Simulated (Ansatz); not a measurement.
## Spinel alloy of ZnGa2O4 and ZnAl2O4 (6 of 32 Ga sites exchanged), 112 atoms

Ansatz, PAW, plane waves. PBEsol relaxation of volume and atoms (shape held) at the single k point (½, ½, ½); single points on the relaxed atoms at the Γ point alone, onto which points of the small cell's zone fold. Arrangement: quasirandom. No spin–orbit coupling unless named.

Relaxed structure:

```yaml
crystal:
  lattice:
    - [0.00000, 8.29380, 8.29380]
    - [8.29380, 0.00000, 8.29380]
    - [8.29380, 8.29380, 0.00000]
  atoms:
    - { symbol: Zn, position: [0.93894, 0.43689, 0.43721] }
    - { symbol: Zn, position: [0.43862, 0.93889, 0.93725] }
    - { symbol: Zn, position: [0.43614, 0.93849, 0.43644] }
    - { symbol: Zn, position: [0.93920, 0.43915, 0.93588] }
    - { symbol: Zn, position: [0.43592, 0.43553, 0.93822] }
    - { symbol: Zn, position: [0.93754, 0.93627, 0.44014] }
    - { symbol: Zn, position: [0.06438, 0.06230, 0.06227] }
    - { symbol: Zn, position: [0.56352, 0.55992, 0.56258] }
    - { symbol: Zn, position: [0.43548, 0.43706, 0.43939] }
    - { symbol: Zn, position: [0.93591, 0.93638, 0.93684] }
    - { symbol: Zn, position: [0.06043, 0.06424, 0.56295] }
    - { symbol: Zn, position: [0.56138, 0.56393, 0.06375] }
    - { symbol: Zn, position: [0.06189, 0.56246, 0.06395] }
    - { symbol: Zn, position: [0.56189, 0.06399, 0.56473] }
    - { symbol: Zn, position: [0.56212, 0.06249, 0.06086] }
    - { symbol: Zn, position: [0.06371, 0.56143, 0.56185] }
    - { symbol: Ga, position: [0.74991, 0.24999, 0.25027] }
    - { symbol: Ga, position: [0.24973, 0.74999, 0.75026] }
    - { symbol: Ga, position: [0.25049, 0.74781, 0.00117] }
    - { symbol: Ga, position: [0.74829, 0.24861, 0.50217] }
    - { symbol: Ga, position: [0.25042, 0.00088, 0.75095] }
    - { symbol: Ga, position: [0.75041, 0.50108, 0.24795] }
    - { symbol: Ga, position: [0.24978, 0.75008, 0.25021] }
    - { symbol: Ga, position: [0.74834, 0.24829, 0.75145] }
    - { symbol: Ga, position: [0.75002, 0.24982, 0.00022] }
    - { symbol: Ga, position: [0.24915, 0.75205, 0.49934] }
    - { symbol: Ga, position: [0.75024, 0.75065, 0.24810] }
    - { symbol: Ga, position: [0.24986, 0.25002, 0.25025] }
    - { symbol: Ga, position: [0.74876, 0.75143, 0.75165] }
    - { symbol: Ga, position: [0.25188, 0.24676, 0.99940] }
    - { symbol: Ga, position: [0.74973, 0.75013, 0.50017] }
    - { symbol: Ga, position: [0.74998, 0.49987, 0.75011] }
    - { symbol: Ga, position: [0.00074, 0.24808, 0.25095] }
    - { symbol: Ga, position: [0.49985, 0.74995, 0.75013] }
    - { symbol: Ga, position: [0.25002, 0.25252, 0.50032] }
    - { symbol: Ga, position: [0.74977, 0.00002, 0.25038] }
    - { symbol: Ga, position: [0.25140, 0.49800, 0.74908] }
    - { symbol: Ga, position: [0.00102, 0.25033, 0.75103] }
    - { symbol: Ga, position: [0.49976, 0.75269, 0.24751] }
    - { symbol: Ga, position: [0.00076, 0.74804, 0.25080] }
    - { symbol: Ga, position: [0.49897, 0.25209, 0.24954] }
    - { symbol: Ga, position: [0.99789, 0.75140, 0.75175] }
    - { symbol: O, position: [0.87073, 0.36878, 0.14139] }
    - { symbol: O, position: [0.36901, 0.87049, 0.64168] }
    - { symbol: O, position: [0.86918, 0.36868, 0.37037] }
    - { symbol: O, position: [0.36975, 0.86848, 0.87090] }
    - { symbol: O, position: [0.86838, 0.14141, 0.37092] }
    - { symbol: O, position: [0.36946, 0.64087, 0.86927] }
    - { symbol: O, position: [0.64104, 0.37018, 0.36944] }
    - { symbol: O, position: [0.14124, 0.86934, 0.87046] }
    - { symbol: O, position: [0.36547, 0.87483, 0.14304] }
    - { symbol: O, position: [0.86945, 0.36833, 0.64208] }
    - { symbol: O, position: [0.36603, 0.87505, 0.36530] }
    - { symbol: O, position: [0.86952, 0.36989, 0.86959] }
    - { symbol: O, position: [0.36966, 0.64279, 0.36885] }
    - { symbol: O, position: [0.86963, 0.14138, 0.86974] }
    - { symbol: O, position: [0.14286, 0.87428, 0.36665] }
    - { symbol: O, position: [0.64125, 0.36865, 0.86965] }
    - { symbol: O, position: [0.37206, 0.36184, 0.64485] }
    - { symbol: O, position: [0.87022, 0.86885, 0.14175] }
    - { symbol: O, position: [0.37490, 0.36351, 0.86618] }
    - { symbol: O, position: [0.87010, 0.86856, 0.37021] }
    - { symbol: O, position: [0.37129, 0.14428, 0.86264] }
    - { symbol: O, position: [0.86892, 0.64154, 0.36909] }
    - { symbol: O, position: [0.14481, 0.36498, 0.86609] }
    - { symbol: O, position: [0.64122, 0.86969, 0.36883] }
    - { symbol: O, position: [0.13456, 0.12487, 0.13430] }
    - { symbol: O, position: [0.63065, 0.63008, 0.63036] }
    - { symbol: O, position: [0.13357, 0.12598, 0.35744] }
    - { symbol: O, position: [0.63031, 0.63096, 0.85862] }
    - { symbol: O, position: [0.13149, 0.35694, 0.12969] }
    - { symbol: O, position: [0.63014, 0.85878, 0.63120] }
    - { symbol: O, position: [0.35663, 0.12550, 0.13394] }
    - { symbol: O, position: [0.85850, 0.63116, 0.63132] }
    - { symbol: O, position: [0.36558, 0.37421, 0.14333] }
    - { symbol: O, position: [0.86434, 0.87522, 0.64536] }
    - { symbol: O, position: [0.36581, 0.37547, 0.36575] }
    - { symbol: O, position: [0.86110, 0.87199, 0.87148] }
    - { symbol: O, position: [0.36869, 0.14344, 0.37003] }
    - { symbol: O, position: [0.86568, 0.64466, 0.87455] }
    - { symbol: O, position: [0.14353, 0.37420, 0.36681] }
    - { symbol: O, position: [0.64417, 0.87129, 0.87201] }
    - { symbol: O, position: [0.13055, 0.13202, 0.63062] }
    - { symbol: O, position: [0.63328, 0.63586, 0.12449] }
    - { symbol: O, position: [0.13520, 0.13383, 0.85719] }
    - { symbol: O, position: [0.63026, 0.63137, 0.35703] }
    - { symbol: O, position: [0.13495, 0.35675, 0.63475] }
    - { symbol: O, position: [0.63382, 0.85726, 0.12514] }
    - { symbol: O, position: [0.35687, 0.13461, 0.63350] }
    - { symbol: O, position: [0.85673, 0.63474, 0.12427] }
    - { symbol: O, position: [0.13397, 0.62466, 0.13454] }
    - { symbol: O, position: [0.62887, 0.12771, 0.63869] }
    - { symbol: O, position: [0.13399, 0.62552, 0.35694] }
    - { symbol: O, position: [0.62716, 0.12874, 0.85560] }
    - { symbol: O, position: [0.13076, 0.85699, 0.13106] }
    - { symbol: O, position: [0.62466, 0.35481, 0.63466] }
    - { symbol: O, position: [0.35649, 0.62565, 0.13439] }
    - { symbol: O, position: [0.85486, 0.12487, 0.63595] }
    - { symbol: O, position: [0.62940, 0.13106, 0.13053] }
    - { symbol: O, position: [0.12954, 0.63167, 0.63067] }
    - { symbol: O, position: [0.62939, 0.13127, 0.35919] }
    - { symbol: O, position: [0.13084, 0.62915, 0.85863] }
    - { symbol: O, position: [0.63074, 0.35880, 0.13041] }
    - { symbol: O, position: [0.12926, 0.85887, 0.63188] }
    - { symbol: O, position: [0.85888, 0.13008, 0.13081] }
    - { symbol: O, position: [0.35824, 0.63054, 0.62971] }
    - { symbol: Al, position: [0.25227, 0.24929, 0.74978] }
    - { symbol: Al, position: [0.24971, 0.00007, 0.25034] }
    - { symbol: Al, position: [0.74912, 0.75226, 0.99901] }
    - { symbol: Al, position: [0.24997, 0.49996, 0.25013] }
    - { symbol: Al, position: [0.74688, 0.99998, 0.75311] }
    - { symbol: Al, position: [0.49983, 0.24704, 0.75033] }
```

Q: What are the mean bond lengths by pair (pairs within 1.2 times the sum of covalent radii, less contacts 15 % beyond the pair's median; cation–cation pairs of compounds aside; long ionic contacts are cut short by that bound)?

A: Al–O 1.929 ± 0.005 Å (standard deviation, 36 bonds); Ga–O 1.993 ± 0.006 Å (standard deviation, 156 bonds); O–Zn 1.966 ± 0.003 Å (standard deviation, 64 bonds).

Q: What gap lies between the top filled and the lowest empty level in the single points?

A: HSE06 4.68 eV (75 s on NVIDIA H100).
